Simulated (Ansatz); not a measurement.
Ti$_{2}$GeC:
```cif
data_C2Ge2Ti4
_chemical_formula_sum 'Ti4 Ge2 C2'
_space_group_name_H-M_alt 'P 1'
_space_group_IT_number 1
_cell_length_a 3.08514
_cell_length_b 3.08514
_cell_length_c 12.90429
_cell_angle_alpha 90.000
_cell_angle_beta 90.000
_cell_angle_gamma 120.000
loop_
_space_group_symop_operation_xyz
  'x, y, z'
loop_
_atom_site_label
_atom_site_type_symbol
_atom_site_fract_x
_atom_site_fract_y
_atom_site_fract_z
_atom_site_occupancy
Ti1 Ti 0.66667 0.33333 0.58930 1
Ti2 Ti 0.33333 0.66667 0.41070 1
Ti3 Ti 0.33333 0.66667 0.08930 1
Ti4 Ti 0.66667 0.33333 0.91070 1
Ge1 Ge 0.66667 0.33333 0.25000 1
Ge2 Ge 0.33333 0.66667 0.75000 1
C1 C 0.00000 0.00000 0.50000 1
C2 C 0.00000 0.00000 0.00000 1
```

Relaxed with r²SCAN.

**Question.** Which orbitals make up the states near the Fermi level in r²SCAN (plane waves, PAW; program Ansatz)?

**Answer.** Within 0.5 eV of the Fermi level: Ti 3d 82 %, Ge 4p 12 %. Projections are on Löwdin-orthogonalised atomic valence shells; empty p or d shells of many metals are not among them.

**Question.** Tabulate the density of states.

**Answer.** States/eV per cell of 8 atoms, in 0.25 eV bins, energy from the Fermi level.

| E (eV) | total | Ti 3d | C 2p | Ge 4p |
|---|---|---|---|---|
| -7.85 | 1.27 | 0.16 | 0.01 | 0.08 |
| -7.60 | 0.84 | 0.12 | 0.00 | 0.05 |
| -7.35 | 0.62 | 0.10 | 0.00 | 0.02 |
| -7.10 | 0.01 | 0.00 | 0.00 | 0.00 |
| -6.85 | 0.00 | 0.00 | 0.00 | 0.00 |
| -6.60 | 0.00 | 0.00 | 0.00 | 0.00 |
| -6.35 | 0.09 | 0.01 | 0.02 | 0.02 |
| -6.10 | 0.26 | 0.04 | 0.07 | 0.06 |
| -5.85 | 0.71 | 0.16 | 0.18 | 0.20 |
| -5.60 | 1.27 | 0.31 | 0.37 | 0.31 |
| -5.35 | 2.37 | 0.63 | 0.84 | 0.40 |
| -5.10 | 3.98 | 1.14 | 1.48 | 0.55 |
| -4.85 | 5.05 | 1.43 | 1.99 | 0.70 |
| -4.60 | 3.08 | 0.80 | 1.12 | 0.66 |
| -4.35 | 1.78 | 0.36 | 0.51 | 0.70 |
| -4.10 | 5.05 | 1.29 | 1.97 | 1.22 |
| -3.85 | 6.80 | 2.05 | 2.85 | 1.18 |
| -3.60 | 4.00 | 1.40 | 1.81 | 0.48 |
| -3.35 | 6.33 | 2.47 | 3.04 | 0.50 |
| -3.10 | 7.88 | 3.13 | 3.31 | 1.11 |
| -2.85 | 8.23 | 3.73 | 3.48 | 0.78 |
| -2.60 | 4.35 | 1.59 | 0.71 | 1.74 |
| -2.35 | 10.55 | 4.08 | 1.13 | 4.74 |
| -2.10 | 3.99 | 1.51 | 0.63 | 1.62 |
| -1.85 | 1.38 | 0.63 | 0.05 | 0.58 |
| -1.60 | 2.87 | 2.07 | 0.04 | 0.60 |
| -1.35 | 3.35 | 2.59 | 0.06 | 0.54 |
| -1.10 | 2.74 | 2.14 | 0.05 | 0.42 |
| -0.85 | 2.16 | 1.73 | 0.04 | 0.29 |
| -0.60 | 2.28 | 1.89 | 0.04 | 0.24 |
| -0.35 | 2.76 | 2.31 | 0.05 | 0.27 |
| -0.10 | 2.93 | 2.37 | 0.07 | 0.36 |
| 0.15 | 3.48 | 2.82 | 0.09 | 0.41 |
| 0.40 | 3.58 | 2.90 | 0.10 | 0.44 |
| 0.65 | 5.43 | 4.59 | 0.12 | 0.54 |
| 0.90 | 4.24 | 3.38 | 0.14 | 0.52 |
| 1.15 | 5.76 | 4.86 | 0.16 | 0.52 |
| 1.40 | 6.78 | 5.80 | 0.18 | 0.54 |
| 1.65 | 6.22 | 5.19 | 0.19 | 0.49 |
| 1.90 | 6.81 | 5.82 | 0.19 | 0.40 |
| 2.15 | 7.21 | 6.25 | 0.21 | 0.40 |
| 2.40 | 9.45 | 8.45 | 0.24 | 0.48 |
| 2.65 | 9.54 | 8.13 | 0.37 | 0.63 |
| 2.90 | 7.78 | 6.33 | 0.38 | 0.67 |
| 3.15 | 8.71 | 6.58 | 0.46 | 0.85 |
| 3.40 | 6.78 | 4.91 | 0.35 | 0.87 |

Space group P6_3/mmc. The first step of the workflow began from a Materials Project structure, measured or hypothetical; the Crystallography Open Database copy checked does not list it. Whether it is the stable phase at ambient conditions was not checked. The cell was relaxed with r²SCAN under the symmetry of its start; of distortions, only those at the zone centre were tested. No spin polarisation was allowed. Spin–orbit coupling is left out wherever it is not named.

Potentials: the later of the program's two PAW sets.
